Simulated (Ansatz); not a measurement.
**Te$_{2}$Pd, first-principles data**

Te$_{2}$Pd:
```
CELL_PARAMETERS angstrom
      4.04122     0.00000     0.00000
     -2.02061     3.49980     0.00000
      0.00000     0.00000     5.06557
ATOMIC_POSITIONS crystal
  Te 0.33333 0.66667 0.26709
  Te 0.66667 0.33333 0.73291
  Pd 0.00000 0.00000 0.00000
```

Space group P-3m1 (No. 164); conventional cell a = b = 4.041 Å, c = 5.066 Å, α = β = 90.00°, γ = 120.00°.

Method: the program Ansatz at the PBEsol level (PAW). The cell and atoms are relaxed at this level. Other levels are named where they apply.

**Cell and energy**

* **Volume per atom**: 23.88 Å³
* **Density**: 8.38 g/cm³
* **Formation energy from the elements (no fitted shifts)**: -35 kJ/mol-atom

**Electronic structure**

- Electronic character = metallic (no gap)
- Density of states at the Fermi level = 0.45 states/eV per atom (mean over ±0.08 eV)
- Gap with spin–orbit coupling = none (metallic)

**Mechanics**

Bulk modulus (Birch–Murnaghan fit): 66.1 GPa
Pressure derivative B′: 7.9
Elastic constants (relaxed ions, GPa): C11 = 128, C12 = 54.2, C13 = 49.3, C14 = -14.2, C33 = 83.6, C44 = 34.1
Mechanical stability: stable (all eigenvalues of C positive)
Hill bulk and shear moduli: 70.0 and 31.1 GPa
Young's modulus: 81.2 GPa
Poisson's ratio: 0.31
Debye temperature from the elastic constants: 222 K

**Phonons**

* **Highest zone-centre frequency**: 184 cm⁻¹
* **Zone-centre stability**: no imaginary mode at Γ

The workflow started from a Materials Project entry (that database holds measured and hypothetical structures alike); the Crystallography Open Database files this formula in space group No. 164, but the cells were not matched. Whether it is the stable phase at ambient conditions was not checked. Symmetry was held in the PBEsol relaxation. No spin polarisation was allowed. As this level gives no gap, shear constants depend on the k-mesh and smearing (Fermi–Dirac, 0.1 eV here). As this level gives no gap, phonon frequencies hold no LO–TO term and depend on the k-mesh and smearing (Fermi–Dirac, 0.1 eV here). The references are the lowest solids computed at this level, not always the standard phases. Spin–orbit coupling is left out wherever it is not named.

Potentials: the later of the program's two PAW sets.
